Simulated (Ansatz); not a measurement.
LaGeRu:
```xyz
6
Lattice="4.3387 0.0000 0.0000 0.0000 4.3387 0.0000 0.0000 0.0000 7.0762" Properties=species:S:1:pos:R:3 pbc="T T T"
La     0.0000     2.1694     2.1753
La     2.1694     0.0000     4.9009
Ge     0.0000     2.1694     5.7972
Ge     2.1694     0.0000     1.2790
Ru     0.0000     0.0000     0.0000
Ru     2.1694     2.1694     0.0000
```

Relaxed with r²SCAN. Special points in fractions of this cell's reciprocal vectors: Γ (0.000, 0.000, 0.000); X (0.000, 0.500, 0.000); M (0.500, 0.500, 0.000); Z (0.000, 0.000, 0.500); R (0.000, 0.500, 0.500); A (0.500, 0.500, 0.500).

Question: List the band energies nearest the Fermi level at these points for the program Ansatz at the r²SCAN level (PAW).

Answer: In eV from the Fermi level; about four levels below and three above (degenerate sets whole), none deeper than 8.9 eV; points with the same levels are listed once.

```json
[
 {"k": "Γ", "below": "-0.58 -0.58 -0.39 -0.26", "above": "0.49 0.91 1.03"},
 {"k": "X", "below": "-1.46 -1.46 -0.38 -0.38", "above": "1.21 1.21 2.13 2.13"},
 {"k": "M", "below": "-0.99 -0.99 -0.36 -0.36", "above": "0.35 0.35 1.58 1.58"},
 {"k": "Z", "below": "-0.48 -0.48 -0.34 -0.34", "above": "1.03 1.36 1.37 1.37"},
 {"k": "R", "below": "-1.75 -1.75 -1.35 -1.35", "above": "0.42 0.42 0.71 0.71"},
 {"k": "A", "below": "-0.99 -0.99 -0.48 -0.48", "above": "0.81 0.81 1.53 1.53"}
]
```

Space group P4/nmm. The first step of the workflow began from a Materials Project structure, measured or hypothetical; the Crystallography Open Database copy checked does not list it. Whether it is the stable phase at ambient conditions was not checked. Symmetry was held in the r²SCAN relaxation; whether a distortion lowers the energy is not shown. The run is not spin-polarised. Scalar-relativistic: spin–orbit coupling is off unless named, which matters more the heavier the elements.

Potentials: the earlier of the program's two PAW sets.
